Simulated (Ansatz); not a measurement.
LiBr:
```xyz
2
Lattice="0.0000 2.7055 2.7055 2.7055 0.0000 2.7055 2.7055 2.7055 0.0000" Properties=species:S:1:pos:R:3 pbc="T T T"
Li     0.0000     0.0000     0.0000
Br     2.7055     2.7055     2.7055
```

Relaxed with PBEsol. Special points in fractions of this cell's reciprocal vectors: Γ (0.000, 0.000, 0.000); X (0.500, 0.000, 0.500); U (0.625, 0.250, 0.625); K (0.375, 0.375, 0.750); L (0.500, 0.500, 0.500); W (0.500, 0.250, 0.750).

### Question
List the band energies nearest the valence-band maximum at these points for PBEsol (plane waves, PAW; program Ansatz).

### Answer
In eV from the valence-band maximum; about four levels below and three above (degenerate sets whole), none deeper than 8.9 eV; points with the same levels are listed once.

| k | below | above |
|---|---|---|
| Γ | -0.01 -0.01 -0.01 | 4.98 10.43 10.43 10.43 |
| X | -3.17 -1.26 -1.26 | 6.22 6.86 11.90 |
| U | -2.75 -2.04 -0.96 | 6.56 8.72 10.39 |
| L | -3.15 -0.30 -0.30 | 5.48 8.03 8.03 |
| W | -2.37 -2.37 -1.26 | 8.11 8.57 9.45 9.45 |

Space group Fm-3m (rock salt). The PBEsol relaxation kept the symmetry of its start. Scalar-relativistic: spin–orbit coupling is off unless named, which matters more the heavier the elements.

Potentials: the later of the program's two PAW sets.
